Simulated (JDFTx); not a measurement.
An input for a modified build of JDFTx (Nb(110), linear PCM (GLSSA13), water, 1 M NaF; bohr, hartree) and the course of its log:

```
lattice \
  6.2694120828 3.1347060414 0.0000000000 \
  0.0000000000 4.4331437969 0.0000000000 \
  0.0000000000 0.0000000000 43.4637008664
coords-type Lattice
ion Nb 0.5000000000 0.0000000000 -0.1529946960 0
ion Nb 0.0000000000 0.0000000000 -0.0509982320 0
ion Nb 0.5000000000 0.0000000000 0.0509982320 0
ion Nb 0.0000000000 0.0000000000 0.1529946960 0
ion-species pseudo/nb_pbe_v1.upf
elec-cutoff 20 100
elec-ex-corr gga-PBE
coulomb-interaction Slab 001
coulomb-truncation-embed 0 0 0
kpoint-folding 10 10 1
elec-smearing Fermi 0.01
elec-n-bands 37
target-mu -0.166842
electronic-scf nIterations 100 energyDiffThreshold 1e-07
fluid LinearPCM
pcm-variant GLSSA13
fluid-solvent H2O
fluid-cation Na+ 1
fluid-anion F- 1
fluid-minimize nIterations 400 knormThreshold 1e-11
wavefunction read f0.wfns
elec-initial-eigenvals f0.eigenvals
elec-initial-fillings read f0.fillings
fluid-initial-state f0.fluidState
dump-name f0_u0.$VAR
dump End State Ecomponents EigStats BandEigs Forces ElecDensity IonicPositions Fillings Kpoints Dtot FluidDebug BoundCharge FluidDensity
```

```
[one cycle in 5 is shown, and the last three; fluid-solver lines are left out]
	FillingsUpdate:  mu: -0.166842000  nElectrons: 49.169565
SCF: Cycle:  0   G: -216.598965167969709   dG: +3.686e+00   |Residual|: 1.428e-01   |deigs|: 4.653e-08
	FillingsUpdate:  mu: -0.166842000  nElectrons: 51.533546
SCF: Cycle:  5   G: -220.214674577853629   dG: -1.104e-02   |Residual|: 2.117e-02   |deigs|: 8.240e-04
	FillingsUpdate:  mu: -0.166842000  nElectrons: 50.911025
SCF: Cycle: 10   G: -219.796895353778041   dG: +2.657e-01   |Residual|: 5.281e-02   |deigs|: 2.281e-03
	FillingsUpdate:  mu: -0.166842000  nElectrons: 50.798884
SCF: Cycle: 15   G: -219.826103018825762   dG: +1.941e-01   |Residual|: 5.258e-02   |deigs|: 1.779e-03
	FillingsUpdate:  mu: -0.166842000  nElectrons: 49.481957
SCF: Cycle: 20   G: -218.345176708670238   dG: -2.888e+00   |Residual|: 1.141e-01   |deigs|: 7.301e-03
	FillingsUpdate:  mu: -0.166842000  nElectrons: 52.686940
SCF: Cycle: 25   G: -219.735686486490721   dG: +2.800e-01   |Residual|: 6.026e-02   |deigs|: 2.753e-03
	FillingsUpdate:  mu: -0.166842000  nElectrons: 51.321915
SCF: Cycle: 30   G: -220.293371951764300   dG: -3.853e-01   |Residual|: 1.305e-02   |deigs|: 5.585e-03
	FillingsUpdate:  mu: -0.166842000  nElectrons: 51.327434
SCF: Cycle: 35   G: -220.300717575770591   dG: -1.129e-02   |Residual|: 1.279e-02   |deigs|: 1.428e-03
	FillingsUpdate:  mu: -0.166842000  nElectrons: 52.655301
SCF: Cycle: 40   G: -219.560297428174209   dG: -3.316e+00   |Residual|: 7.227e-02   |deigs|: 3.198e-02
	FillingsUpdate:  mu: -0.166842000  nElectrons: 51.041933
SCF: Cycle: 45   G: -220.297228548590112   dG: -3.025e+00   |Residual|: 1.382e-02   |deigs|: 1.755e-02
	FillingsUpdate:  mu: -0.166842000  nElectrons: 51.021636
SCF: Cycle: 50   G: -220.294840676165563   dG: -2.036e-02   |Residual|: 1.447e-02   |deigs|: 8.500e-04
	FillingsUpdate:  mu: -0.166842000  nElectrons: 48.600170
SCF: Cycle: 55   G: -217.959259248492856   dG: +5.830e-01   |Residual|: 1.330e-01   |deigs|: 3.926e-03
	FillingsUpdate:  mu: -0.166842000  nElectrons: 47.965747
SCF: Cycle: 60   G: -216.778889311980805   dG: +6.107e-01   |Residual|: 1.627e-01   |deigs|: 1.821e-03
	FillingsUpdate:  mu: -0.166842000  nElectrons: 51.941466
SCF: Cycle: 65   G: -219.972358053974148   dG: -1.612e+00   |Residual|: 5.595e-02   |deigs|: 2.255e-02
	FillingsUpdate:  mu: -0.166842000  nElectrons: 49.677622
SCF: Cycle: 70   G: -219.712370666904519   dG: +4.743e-01   |Residual|: 6.762e-02   |deigs|: 4.833e-03
	FillingsUpdate:  mu: -0.166842000  nElectrons: 46.432470
SCF: Cycle: 75   G: -212.362855808934000   dG: +5.861e+00   |Residual|: 2.396e-01   |deigs|: 1.457e-02
	FillingsUpdate:  mu: -0.166842000  nElectrons: 47.755935
SCF: Cycle: 80   G: -216.660587325542252   dG: +8.372e-01   |Residual|: 1.625e-01   |deigs|: 2.654e-03
	FillingsUpdate:  mu: -0.166842000  nElectrons: 51.194815
SCF: Cycle: 85   G: -220.274825468969738   dG: -7.605e-02   |Residual|: 2.252e-02   |deigs|: 2.589e-03
	FillingsUpdate:  mu: -0.166842000  nElectrons: 48.694491
SCF: Cycle: 90   G: -218.481098831943001   dG: -1.003e-01   |Residual|: 1.190e-01   |deigs|: 9.031e-04
	FillingsUpdate:  mu: -0.166842000  nElectrons: 48.689742
SCF: Cycle: 95   G: -218.562681137201707   dG: -9.234e-01   |Residual|: 1.151e-01   |deigs|: 3.635e-03
	FillingsUpdate:  mu: -0.166842000  nElectrons: 48.673398
SCF: Cycle: 97   G: -218.535005537753335   dG: +1.136e-01   |Residual|: 1.154e-01   |deigs|: 8.738e-04
	FillingsUpdate:  mu: -0.166842000  nElectrons: 47.823665
SCF: Cycle: 98   G: -216.912137669497270   dG: +1.623e+00   |Residual|: 1.568e-01   |deigs|: 5.405e-03
	FillingsUpdate:  mu: -0.166842000  nElectrons: 47.509202
SCF: Cycle: 99   G: -216.344108173519146   dG: +5.680e-01   |Residual|: 1.718e-01   |deigs|: 2.031e-03
SCF: None of the convergence criteria satisfied after 100 iterations.
IonicMinimize: Iter:   0  G: -216.344108173519146  |grad|_K:  0.000e+00
IonicMinimize: Converged (|grad|_K<1.000000e-04).
```

This run gave no converged result. The electronic loop ended without meeting its threshold, so the last energy, electron count and forces aren't results.
